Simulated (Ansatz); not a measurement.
## Surface calculation: bcc Ta (100), 6 layers

The slab is cut from the bcc crystal, the stable phase, as relaxed on PAW files (18.29 Å³/atom), with 16 Å of vacuum and a dipole correction:

```
Ta
1.0
     3.31955    0.00000    0.00000
     0.00000    3.31955    0.00000
     0.00000    0.00000   24.29890
Ta
6
Direct
  0.25000 0.25000 0.32923
  0.75000 0.75000 0.39754
  0.25000 0.25000 0.46585
  0.75000 0.75000 0.53415
  0.25000 0.25000 0.60246
  0.75000 0.75000 0.67077
```

Level of theory: DFT with PBE, scalar-relativistic, in Ansatz 0.2.0; a Γ-centred 12×12×1 k mesh, Fermi–Dirac smearing of 0.08 eV, no spin polarisation. LAPW: all electrons, basis error target 1 meV/atom; PAW: frozen-core files, cutoff 420 eV.

The bulk energy comes from a cell in the slab's orientation on a 12×12×12 mesh. The surface energy is (E(slab) − N·E(bulk))/2A at zero smearing, the mean of both faces; thin slabs carry quantum-size effects.

Spin–orbit coupling is left out, which matters for the heavy atoms.

Task: As cut, the LAPW slab lies 3.733 eV above 6 atoms of bulk. What surface energy is that?

Result: Over two faces of 11.02 Å² it is 169.4 meV/Å², and times 16.02 J/m² per eV/Å² that gives γ = 2.714 J/m².

Task: What do relaxation and the other method give, and what work function comes out?

Result: 

| method | γ as cut (J/m²) | γ relaxed (J/m²) | Φ as cut (eV) | Φ relaxed (eV) |
| --- | --- | --- | --- | --- |
| LAPW | 2.714 | 2.479 | 3.98 | 3.77 |
| PAW | 2.721 | 2.484 | 3.98 | 3.78 |

Task: How do the spacings between the planes relax?

Result: From the bottom face up: d12 -12.1 % of 1.660 Å, d23 -1.0 % of 1.660 Å, d34 +4.2 % of 1.660 Å, d45 -1.0 % of 1.660 Å, d56 -12.1 % of 1.660 Å.

Task: What changes if relativity is switched off, at the same positions?

Result: LAPW then gives: no gap, work function 3.56 eV.

Task: A 4f core hole is made on one atom of each kind in every 1×1 cell (PAW hole dataset, neutral cell, valence without spin). What does it cost by layer?

Result: layer 1 23.46 eV, layer 2 22.74 eV, layer 3 22.93 eV. Shifts between layers mean more than the absolute values, and a whole layer of holes screens otherwise than one hole.

Task: In the relaxed 1×1 cell, replace the outer, then the middle Ta by W, which changes a whole layer. What shift does this Z+1 picture give?

Result: E(outer) − E(middle) = +0.62 eV by LAPW and +0.62 eV by PAW; a positive value puts the surface line at higher binding energy.
